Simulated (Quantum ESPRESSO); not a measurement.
Cu4Mo2TiPd, finding a planted mistake in a log

A calculation, not a measurement. The program is pw.x of Quantum ESPRESSO 7.5 (plane-wave density functional theory). The cell is made up: eight metal atoms on a hexagonal close-packed lattice, with elements, volume, strain and displacements drawn at random and not relaxed, so it may be unstable or far from any real phase. PseudoDojo standard norm-conserving files set the functional (PBE unless stated); there is no spin polarisation or spin-orbit coupling, the Fermi-Dirac width of 0.25 eV means electrons at about 2900 K, and the masses in the input are unused placeholders. The copper pseudopotential is less sure than most, with forces differing by about three percent and pressure by about two GPa from a second method on plain copper. A spin test at this wide smearing found no moment, but such smearing suppresses magnetism that the real alloy may have.

Intended input:

```
&control calculation='scf', pseudo_dir='./dojo.nc.sr.pbe.v0_5.standard.upf', outdir='./o', disk_io='minimal', tprnfor=.true., tstress=.true. /
&system ibrav=0, nat=8, ntyp=4, nbnd=80, ecutwfc=92.02030273, nosym=.true., tot_charge=0,
 occupations='smearing', smearing='fd', degauss=0.0183746611
/
&electrons conv_thr=1.470e-08, electron_maxstep=70, mixing_beta=0.5 /
ATOMIC_SPECIES
Cu 1.0 Cu.upf
Mo 1.0 Mo.upf
Pd 1.0 Pd.upf
Ti 1.0 Ti.upf
CELL_PARAMETERS angstrom
-0.0419 -0.0377 -4.3899
0.0626 4.5345 0.0392
5.2906 0.0723 0.0502
ATOMIC_POSITIONS angstrom
Cu 0.0443 -0.1185 0.0119
Mo 2.7148 0.0494 0.1296
Ti 1.4184 2.3267 0.094
Cu 4.1236 2.3483 0.0804
Pd -0.0576 1.5429 -2.205
Cu 2.6377 1.5526 -2.1746
Cu 1.3494 3.7887 -2.1275
Mo 4.0775 3.7521 -2.0569
K_POINTS automatic
5 5 5 1 1 1
```

The log is shortened where brackets say so; the opening notice, blank lines, dates and the lines on written files are dropped, and the path of the files is cut. It prints rydbergs, bohrs and kilobars, and counts compression as positive stress. Its total energy is the free energy E - TS of the whole cell.

Log of the intended run:

```
     Program PWSCF v.7.5
     Parallel version (MPI & OpenMP), running on       4 processor cores
     Number of MPI processes:                 4
     Threads/MPI process:                     1
     [start-up lines left out]
     bravais-lattice index     =            0
     lattice parameter (alat)  =       8.2964  a.u.
     unit-cell volume          =     710.4492 (a.u.)^3
     number of atoms/cell      =            8
     number of atomic types    =            4
     number of electrons       =       134.00
     number of Kohn-Sham states=           80
     kinetic-energy cutoff     =      92.0203  Ry
     charge density cutoff     =     368.0812  Ry
     scf convergence threshold =      1.5E-08
     mixing beta               =       0.5000
     number of iterations used =            8  plain     mixing
     Exchange-correlation= PBE
                           (   1   4   3   4   0   0   0)
     [axes and pseudopotential details left out]
   Cartesian axes
     site n.     atom                  positions (alat units)
         1        Cu     tau(   1) = (   0.0100905  -0.0269916   0.0027105  )
         2        Mo     tau(   2) = (   0.6183686   0.0112522   0.0295199  )
         3        Ti     tau(   3) = (   0.3230787   0.5299684   0.0214110  )
         4        Cu     tau(   4) = (   0.9392606   0.5348884   0.0183133  )
         5        Pd     tau(   5) = (  -0.0131199   0.3514369  -0.5022479  )
         6        Cu     tau(   6) = (   0.6008070   0.3536463  -0.4953235  )
         7        Cu     tau(   7) = (   0.3073621   0.8629781  -0.4845952  )
         8        Mo     tau(   8) = (   0.9287601   0.8546415  -0.4685142  )
     number of k points=    63  Fermi-Dirac smearing, width (Ry)=  0.0184
                       cart. coord. in units 2pi/alat
        k(    1) = (   0.0826271   0.0965569  -0.1016261), wk =   0.0320000
        k(    2) = (   0.2486377   0.0942787  -0.1031911), wk =   0.0320000
     [further k points left out]
     Dense  grid:    84771 G-vectors     FFT dimensions: (  54,  54,  64)
     Estimated max dynamical RAM per process >     358.07 MB
     Estimated total dynamical RAM >       1.34 GB
     Initial potential from superposition of free atoms
     starting charge     133.9941, renormalised to     134.0000
     Starting wfcs are   79 randomized atomic wfcs +    1 random wfcs
     total cpu time spent up to now is        3.6 secs
     per-process dynamical memory:   288.4 Mb
     Self-consistent Calculation
     iteration #  1     ecut=    92.02 Ry     beta= 0.50
     Davidson diagonalization with overlap
     ethr =  1.00E-02,  avg # of iterations =  3.0
     total cpu time spent up to now is       13.1 secs
     total energy              =   -2180.68018124 Ry
     estimated scf accuracy    <      11.52244207 Ry
     iteration #  2     ecut=    92.02 Ry     beta= 0.50
     Davidson diagonalization with overlap
     ethr =  8.60E-03,  avg # of iterations =  3.0
     total cpu time spent up to now is       23.1 secs
     total energy              =   -2185.80954076 Ry
     estimated scf accuracy    <      30.87558475 Ry
     [iterations 3 to 17 left out]
     iteration # 18     ecut=    92.02 Ry     beta= 0.50
     Davidson diagonalization with overlap
     ethr =  1.94E-11,  avg # of iterations =  2.0
     total cpu time spent up to now is      150.6 secs
     total energy              =   -2187.62404123 Ry
     estimated scf accuracy    <       0.00000002 Ry
     iteration # 19     ecut=    92.02 Ry     beta= 0.50
     Davidson diagonalization with overlap
     ethr =  1.14E-11,  avg # of iterations =  2.0
     total cpu time spent up to now is      158.5 secs
     End of self-consistent calculation
     [lines on levels left out]
!    total energy              =   -2187.62404123 Ry
     estimated scf accuracy    <          4.8E-09 Ry
     smearing contrib. (-TS)   =      -0.09378560 Ry
     internal energy E=F+TS    =   -2187.53025563 Ry
     The total energy is F=E-TS. E is the sum of the following terms:
     one-electron contribution =   -1033.29213979 Ry
     hartree contribution      =     600.54148462 Ry
     xc contribution           =    -287.84884062 Ry
     ewald contribution        =   -1466.93075983 Ry
     convergence has been achieved in  19 iterations
     Forces acting on atoms (cartesian axes, Ry/au):
     atom    1 type  1   force =     0.00818840    0.04177571    0.00169593
     atom    2 type  2   force =     0.01080754    0.00154068   -0.03016787
     atom    3 type  4   force =     0.00544191   -0.00625533   -0.02362962
     atom    4 type  1   force =    -0.03130168   -0.02950073    0.00091879
     atom    5 type  3   force =     0.05120094   -0.07968940    0.01956451
     atom    6 type  1   force =     0.00367693    0.00373718    0.02450431
     atom    7 type  1   force =     0.02232382    0.01231681    0.01337516
     atom    8 type  2   force =    -0.07033786    0.05607508   -0.00626120
     Total force =     0.155773     Total SCF correction =     0.000301
     Computing stress (Cartesian axis) and pressure
          total   stress  (Ry/bohr**3)                   (kbar)     P=      144.09
   0.00094320  -0.00034988  -0.00004196          138.75      -51.47       -6.17
  -0.00034988   0.00129074  -0.00006565          -51.47      189.88       -9.66
  -0.00004196  -0.00006565   0.00070465           -6.17       -9.66      103.66
     init_run     :      3.40s CPU      3.54s WALL (       1 calls)
     electrons    :    151.17s CPU    154.86s WALL (       1 calls)
     forces       :      1.34s CPU      1.34s WALL (       1 calls)
     stress       :      4.53s CPU      4.53s WALL (       1 calls)
     [timing details left out]
     PWSCF        :   2m40.52s CPU   2m44.37s WALL
     JOB DONE.
```

A second run was made from an input with one planted mistake. Its log:

```
     Program PWSCF v.7.5
     Parallel version (MPI & OpenMP), running on       4 processor cores
     Number of MPI processes:                 4
     Threads/MPI process:                     1
     [start-up lines left out]
     bravais-lattice index     =            0
     lattice parameter (alat)  =       8.2964  a.u.
     unit-cell volume          =     710.4492 (a.u.)^3
     number of atoms/cell      =            8
     number of atomic types    =            4
     number of electrons       =       134.00
     number of Kohn-Sham states=           80
     kinetic-energy cutoff     =      92.0203  Ry
     charge density cutoff     =     368.0812  Ry
     scf convergence threshold =      1.5E-08
     mixing beta               =       0.5000
     number of iterations used =            8  plain     mixing
     Exchange-correlation= PBE
                           (   1   4   3   4   0   0   0)
     [axes and pseudopotential details left out]
   Cartesian axes
     site n.     atom                  positions (alat units)
         1        Cu     tau(   1) = (   0.0100905  -0.0269916   0.0027105  )
         2        Mo     tau(   2) = (   0.6183686   0.0112522   0.0295199  )
         3        Cu     tau(   3) = (   0.3230787   0.5299684   0.0214110  )
         4        Cu     tau(   4) = (   0.9392606   0.5348884   0.0183133  )
         5        Pd     tau(   5) = (  -0.0131199   0.3514369  -0.5022479  )
         6        Ti     tau(   6) = (   0.6008070   0.3536463  -0.4953235  )
         7        Cu     tau(   7) = (   0.3073621   0.8629781  -0.4845952  )
         8        Mo     tau(   8) = (   0.9287601   0.8546415  -0.4685142  )
     number of k points=    63  Fermi-Dirac smearing, width (Ry)=  0.0184
                       cart. coord. in units 2pi/alat
        k(    1) = (   0.0826271   0.0965569  -0.1016261), wk =   0.0320000
        k(    2) = (   0.2486377   0.0942787  -0.1031911), wk =   0.0320000
     [further k points left out]
     Dense  grid:    84771 G-vectors     FFT dimensions: (  54,  54,  64)
     Estimated max dynamical RAM per process >     358.07 MB
     Estimated total dynamical RAM >       1.34 GB
     Initial potential from superposition of free atoms
     starting charge     133.9941, renormalised to     134.0000
     Starting wfcs are   79 randomized atomic wfcs +    1 random wfcs
     total cpu time spent up to now is        3.6 secs
     per-process dynamical memory:   288.4 Mb
     Self-consistent Calculation
     iteration #  1     ecut=    92.02 Ry     beta= 0.50
     Davidson diagonalization with overlap
     ethr =  1.00E-02,  avg # of iterations =  3.0
     total cpu time spent up to now is       13.1 secs
     total energy              =   -2178.65667598 Ry
     estimated scf accuracy    <      14.40053132 Ry
     iteration #  2     ecut=    92.02 Ry     beta= 0.50
     Davidson diagonalization with overlap
     ethr =  1.00E-02,  avg # of iterations =  3.0
     total cpu time spent up to now is       23.4 secs
     total energy              =   -2184.88030763 Ry
     estimated scf accuracy    <      43.59059751 Ry
     [iterations 3 to 17 left out]
     iteration # 18     ecut=    92.02 Ry     beta= 0.50
     Davidson diagonalization with overlap
     ethr =  4.05E-11,  avg # of iterations =  2.0
     total cpu time spent up to now is      154.3 secs
     total energy              =   -2187.60808990 Ry
     estimated scf accuracy    <       0.00000003 Ry
     iteration # 19     ecut=    92.02 Ry     beta= 0.50
     Davidson diagonalization with overlap
     ethr =  2.02E-11,  avg # of iterations =  2.0
     total cpu time spent up to now is      162.0 secs
     End of self-consistent calculation
     [lines on levels left out]
!    total energy              =   -2187.60808990 Ry
     estimated scf accuracy    <          7.6E-09 Ry
     smearing contrib. (-TS)   =      -0.09133026 Ry
     internal energy E=F+TS    =   -2187.51675964 Ry
     The total energy is F=E-TS. E is the sum of the following terms:
     one-electron contribution =   -1045.83675066 Ry
     hartree contribution      =     607.06207351 Ry
     xc contribution           =    -287.92072933 Ry
     ewald contribution        =   -1460.82135316 Ry
     convergence has been achieved in  19 iterations
     Forces acting on atoms (cartesian axes, Ry/au):
     atom    1 type  1   force =     0.01851018    0.03382726    0.00173270
     atom    2 type  2   force =     0.00588583   -0.03463758   -0.01744150
     atom    3 type  1   force =    -0.01487575    0.00107644   -0.01873430
     atom    4 type  1   force =    -0.00893156   -0.03120781   -0.00219826
     atom    5 type  3   force =     0.06766897   -0.07384464    0.01368760
     atom    6 type  4   force =    -0.02921492    0.01570966    0.02017138
     atom    7 type  1   force =     0.00364859    0.00031180    0.01227534
     atom    8 type  2   force =    -0.04269134    0.08876486   -0.00949296
     Total force =     0.162306     Total SCF correction =     0.000287
     Computing stress (Cartesian axis) and pressure
          total   stress  (Ry/bohr**3)                   (kbar)     P=      155.51
   0.00122109  -0.00024328  -0.00004157          179.63      -35.79       -6.12
  -0.00024328   0.00138433  -0.00007676          -35.79      203.64      -11.29
  -0.00004157  -0.00007676   0.00056603           -6.12      -11.29       83.27
     init_run     :      3.38s CPU      3.52s WALL (       1 calls)
     electrons    :    154.75s CPU    158.42s WALL (       1 calls)
     forces       :      1.31s CPU      1.31s WALL (       1 calls)
     stress       :      4.39s CPU      4.39s WALL (       1 calls)
     [timing details left out]
     PWSCF        :   2m43.92s CPU   2m47.76s WALL
     JOB DONE.
```

Question: the log repeats what the program read. Compare it with the intended run: what was wrong in the second input?

Answer: two atoms have their elements exchanged. The input lines that differ:

```
- Ti 1.4184 2.3267 0.094
+ Cu 1.4184 2.3267 0.094
- Cu 2.6377 1.5526 -2.1746
+ Ti 2.6377 1.5526 -2.1746
```

```
                                            intended run  run with the mistake
                          free energy (eV)    -29764.141            -29763.924
         entropy term -TS, part of it (eV)        -1.276                -1.243
                            pressure (GPa)         14.41                 15.55
size of the largest force component (eV/Å)         2.049                 2.282
largest change of a force component (eV/Å)                               0.930
                                iterations            19                    19
```

For scale, a rerun of the intended cell at a higher cutoff and on a denser mesh moved values by no more than 0.004 eV in energy, 0.06 GPa in stress and 0.008 eV/Å in force, and a second program with other atomic files agreed on that cell to 2 % rms in force and 0.5 GPa in pressure.